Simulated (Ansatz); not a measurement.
BW in space group I4_1/amd (No. 141; B on 8e, W on 8e) at seven volumes, PBEsol (plane waves, PAW; program Ansatz), shape and atoms relaxed at each. One row is withheld.

```json
[
 {"V (Å³/atom)": "9.333", "P (GPa)": "41.35"},
 {"V (Å³/atom)": "9.641", "P (GPa)": "25.36"},
 {"V (Å³/atom)": "9.949", "P (GPa)": "11.69"},
 {"V (Å³/atom)": "10.256", "P (GPa)": "-0.01"},
 {"V (Å³/atom)": "10.564", "P (GPa)": "?"},
 {"V (Å³/atom)": "10.872", "P (GPa)": "-18.57"},
 {"V (Å³/atom)": "11.179", "P (GPa)": "-25.86"}
]
```

Fit the shown pressures and predict the withheld one.

Third-order Birch–Murnaghan: P = (3/2)B₀(x^(7/2) − x^(5/2))[1 + (3/4)(B′ − 4)(x − 1)] with x = (V₀/V)^(2/3). Least squares on the six rows gives V₀ = 10.256 Å³/atom, B₀ = 359.7 GPa, B′ = 4.19. At V = 10.564, x = 0.9805 and P = -10.00 GPa. The run itself gave -10.01 GPa.

The workflow started from a Materials Project entry (that database holds measured and hypothetical structures alike); the Crystallography Open Database files this formula in space group No. 141, but the cells were not matched. Whether it is the stable phase at ambient conditions was not checked. The cell was relaxed with PBEsol under the symmetry of its start; whether a distortion lowers the energy is not shown. The run is not spin-polarised. Spin–orbit coupling is left out wherever it is not named.

Potentials: the later of the program's two PAW sets.
